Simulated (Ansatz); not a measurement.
BaS (rock salt, Fm-3m), the program Ansatz at the PBEsol level (PAW): ε∞ = 4.99, cell volume 63.47 Å³. Infrared-active transverse modes:

```tsv
ω_TO (cm⁻¹)	oscillator strength S_xx (e²/amu)
144.8	0.2635
```

Problem. Compute the static dielectric constant.

Solution. Each mode adds (4.921e7/V) S/ω²: 9.74. So ε0 = 14.7.

Problem. What LO frequency does the Lyddane–Sachs–Teller relation give?

Solution. ω_LO = ω_TO √(ε0/ε∞) = 249 cm⁻¹.

The PBEsol relaxation kept the symmetry of its start; phonons on a q-mesh show no instability. Scalar-relativistic: spin–orbit coupling is off unless named, which matters more the heavier the elements.

Potentials: the later of the program's two PAW sets.
